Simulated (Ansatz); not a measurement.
A plane-wave DFT run in Ansatz 0.2.0 (scalar-relativistic PAW potentials unless the input names others): input and command.

```yaml
crystal:
  lattice:
    - [3.9817830319, 0.0, 0.0]
    - [0.0, 3.9817830319, 0.0]
    - [0.0, 0.0, 3.9817830319]
  atoms:
    - { symbol: Cr, position: [0.0, 0.5, 0.5], spin: 1.65 }
    - { symbol: Cr, position: [0.5, 0.0, 0.5], spin: 1.65 }
    - { symbol: Cr, position: [0.5, 0.5, 0.0], spin: 1.65 }
    - { symbol: Cd, position: [0.0, 0.0, 0.0] }
    - { symbol: C, position: [0.5, 0.5, 0.5], spin: -0.12 }
basis:
  ecutwfc: 420
kpoints:
  mp_grid: { grid: [10, 10, 10] }
hamiltonian:
  xc: pbe
scf:
  occupations: { method: fermi_dirac, width: 0.3 }
  n_extra_bands: 0
  max_iter: 80
output:
  forces: true
  eigenvalues: true
  stress: true
magnetization:
  spin_polarized: true
relax:
  adjacent_minimum: "off"
  f_tol: 0.01
  max_steps: 80
  cell: { stress_tol: 0.05 }
```

```bash
ansatz run input.yaml --threads 1 --pin off --max-ram 2560MiB --backend cpu --events-out ev --progress --plain --runs-dir out
```

Problem. What is wrong with this input?

Solution. The program refuses it, because of too few bands (scf.n_extra_bands: not typed → 0). Also changed, but not at fault: scf.occupations: {"method": "gaussian", "width": 0.1} → {"method": "fermi_dirac", "width": 0.3}. With the sound run's settings it is accepted.

Abridged log:
```
Error: inconsistent input (scf.n_extra_bands): n_bands = 33 cannot host the net starting moment |Σ_I m_I| = 4.8300 μB: with N_el = 66 the majority spin channel must hold (N_el + |M|)/2 = 35.4150 electrons at no more than one per band — at least 36 bands (33 bands cap the reachable moment at 2·n_bands − N_el = 0.0000 μB); raise scf.n_extra_bands until at least 36 bands are solved (omitted, it auto-derives to 45)
```